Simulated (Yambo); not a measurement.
# NaOH monolayer: sweep of GW parameters

G0W0@PBEsol for a free-standing NaOH monolayer (symmetry Pm, slab cell 18.0 Å high) in Yambo. Reference settings: 6×6×1 Γ-centred k mesh, bands 3 to 136 and a 7 Ry block in the screening, 136 bands in G with the Bruneval-Gonze terminator, plasmon pole fitted at 27.2 eV, slab-truncated Coulomb interaction, stochastic integration of W near q = 0. The PBEsol gap Γ → Γ on this mesh is 2.82 eV; G0W0 gaps are taken between the same points.

```csv
change from the reference,G0W0 gap Γ → Γ (eV),shift of the valence edge (eV),rough Yambo cost
reference settings,6.12,-2.23,1
52 bands in G,6.11,-2.19,–
64 bands in W,6.16,-2.14,about 1/2
no stochastic integration of W,6.50,-2.46,–
6 Ry block,6.12,-2.23,within a factor of two
pole fitted at 15 eV,6.06,-2.15,–
4×4×1 mesh,6.09,-2.16,about 1/3
"52 bands in G, no terminator",5.64,-1.61,–
"88 bands in G, no terminator",5.80,-1.83,–
```

The reference isn't shown to be the converged limit. Costs are rough (shared machines), scaled to the same edge states, and given only for runs that recompute the screening. Without the stochastic integration, the mesh misses the sharp change of W near q = 0 in a layer: the 0.38 eV of that row are a sampling artefact.

Geometry relaxed with PBEsol; primitive cell a = 3.369 Å, b = 3.370 Å, c = 18.000 Å, α = β = γ = 90.00°.

This is a model layer cut from the bulk structure; whether it is stable on its own was not checked.

A shift is the quasiparticle energy of the state minus its PBEsol energy.
